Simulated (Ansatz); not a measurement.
## CsMgAsH₁₂O₁₀: ¹⁷O NMR of the central transition

Cell: a Materials Project structure (computed, not necessarily an observed phase), taken as it stands.

Space group F-43m (No. 216); a = 10.1317 Å.

| site | Wyckoff | site symmetry | x | y | z |
| --- | --- | --- | --- | --- | --- |
| Cs | 4c | -43m | 0.7500 | 0.2500 | 0.7500 |
| Mg | 4a | -43m | 0.0000 | 0.0000 | 0.0000 |
| H | 48h | ..m | 0.4433 | 0.2611 | 0.5567 |
| As | 4d | -43m | 0.2500 | 0.7500 | 0.2500 |
| O16 | 24f | 2.mm | 0.5000 | 0.2046 | 0.5000 |
| O22 | 16e | .3m | 0.6531 | 0.3469 | 0.3469 |

One atom of each set is listed; the run and its k-mesh use a cell of 25 atoms with edges of 7.16, 7.16, 7.16 Å.

The numbers come from a DFT calculation in Ansatz (PBE, plane waves and PAW, scalar-relativistic, 420 eV cutoff, Γ-centred 4×4×4 k-points, Fermi–Dirac smearing 0.02 eV).

¹⁷O has I = 5/2 and Q = -25.58 mb (Pyykkö 2018); at 9.4 T its Larmor frequency is ν₀ = 54.3 MHz. Only the quadrupole interaction is simulated: positions count from each site's isotropic chemical shift, and shift anisotropy, dipolar and J coupling are left out.

Question: What does the ¹⁷O spectrum (static powder) show for each site?

Answer: 

```json
{"site": "O16", "first shell": "2 H at 0.99 Å, 1 Mg at 2.07 Å", "C_Q (MHz)": "7.56", "η": "0.77", "P_Q (MHz)": "8.28", "δ_QIS (ppm)": "-140", "breadth (kHz)": "56.1"}
{"site": "O22", "first shell": "1 As at 1.70 Å; also 3 H at 1.63 Å", "C_Q (MHz)": "-7.52", "η": "0.00", "P_Q (MHz)": "7.52", "δ_QIS (ppm)": "-115", "breadth (kHz)": "32.6"}
```

δ_QIS = −(ν_Q²/30ν₀²)[I(I+1) − 3/4](1 + η²/3) × 10⁶ ppm with ν_Q = 3|C_Q|/[2I(2I−1)]; it falls as 1/B₀² in ppm, and the breadth as 1/B₀ in kHz.

An axis of threefold or higher order runs through O22, so V_zz lies along it and η is zero.

The largest force is 0.4 eV/Å, so the atoms aren't at the calculated equilibrium and relaxing them would move these values.

Hardware: 1 thread of Intel Xeon Platinum 8259CL CPU @ 2.50GHz (Skylake/Cascade Lake) (x86_64; 16 cores open to the job, memory cap 2.5 GiB, no GPU), a shared host with a load of 0.2 a core. Wall time 21 s, CPU time 21 s, peak memory 0.62 GiB.
